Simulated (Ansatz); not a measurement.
The guess for ScAl₃As₄ was proposed by analogy with related compounds (I-42m, No. 121). Its size is a guess.

```cif
data_structure
_symmetry_space_group_name_H-M 'P 1'
_symmetry_Int_Tables_number 1
_cell_length_a 6.5524
_cell_length_b 6.5524
_cell_length_c 6.5524
_cell_angle_alpha 131.810
_cell_angle_beta 131.810
_cell_angle_gamma 70.529
_cell_volume 153.13
loop_
_atom_site_label
_atom_site_type_symbol
_atom_site_fract_x
_atom_site_fract_y
_atom_site_fract_z
_atom_site_occupancy
Sc1 Sc 0.00000 0.00000 0.00000 1
Al1 Al 0.25000 0.75000 0.50000 1
Al2 Al 0.75000 0.25000 0.50000 1
Al3 Al 0.50000 0.50000 0.00000 1
As1 As 0.37500 0.88500 0.00000 1
As2 As 0.88500 0.37500 0.00000 1
As3 As 0.11500 0.11500 0.49000 1
As4 As 0.62500 0.62500 0.51000 1
```

All numbers below come from DFT PBE, scalar-relativistic, plane waves, PAW in Ansatz 0.2.0. Cutoff 420 eV, Gaussian smearing, Γ-centred meshes. Cell and atoms relax first on a coarse mesh, the cell is then made exact in the group found at 0.06 to 0.08 Å, and last on a converged mesh; the steps can't lower the symmetry of their start. No spin polarisation.

A guess keeps its type if space group and coordination stay and the shape of the cell changes little (axis ratios within about 15 %, angles within 6°); the volume may change.

Task: Does it keep its structure type, or change into something else?

Result: It keeps its type. The symmetry stays I-42m (No. 121). The volume per atom grows by 29.8 %, from 19.1 to 24.8 Å³. The shortest distance goes from 2.29 Å (Al–As) to 2.48 Å (Al–As). The ratio c/a of the conventional cell changes by a factor of 1.00. Counting neighbours within 15 % of an atom's shortest distance, the start has Al 4, As 4, Sc 4 and the end Al 4, As 4, Sc 4.

The last run used an 8×8×8 mesh for its 8-atom cell and Gaussian smearing of 0.02 eV. A structure relaxed within its symmetry needn't be a true minimum. Another cell of the same search, in P3m1, lies 46 meV/atom lower, so this cell isn't the stable form at this level.
